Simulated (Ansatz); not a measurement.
Data:

WSe2:
```cif
data_Se4W2
_chemical_formula_sum 'W2 Se4'
_space_group_name_H-M_alt 'P63/mmc'
_space_group_IT_number 194
_space_group_name_Hall '-P 6c 2c'
_cell_length_a 3.30225
_cell_length_b 3.30225
_cell_length_c 13.22462
_cell_angle_alpha 90.000
_cell_angle_beta 90.000
_cell_angle_gamma 120.000
loop_
_atom_site_label
_atom_site_type_symbol
_atom_site_symmetry_multiplicity
_atom_site_Wyckoff_symbol
_atom_site_fract_x
_atom_site_fract_y
_atom_site_fract_z
_atom_site_occupancy
W1 W 2 c 0.33333 0.66667 0.25000 1
Se1 Se 4 f 0.66667 0.33333 0.12422 1
```

This is the r²SCAN+D4-relaxed structure.

Problem. All from DFT-r²SCAN+D4 in the program Ansatz with PAW potentials, unless another level is named. Give the smallest direct gap on the standard path.

Solution. 1.61 eV.

Problem. Next, the electron effective mass with spin–orbit coupling?

Solution. 0.46, 0.51, 0.58 mₑ (principal values).

Problem. Predict the gap with spin–orbit coupling.

Solution. 1.09 eV.

Problem. And the conduction-band minimum?

Solution. on the K–Γ line, 46 % of the way from K (6 equivalent valleys).

Space group P6_3/mmc. Symmetry was held in the r²SCAN+D4 relaxation. No spin polarisation was allowed. Spin–orbit coupling is left out wherever it is not named.

Potentials: the earlier of the program's two PAW sets. The files were generated under PBE; for other functionals the program regenerates the frozen cores, and for LDA and PBEsol the local potential too.
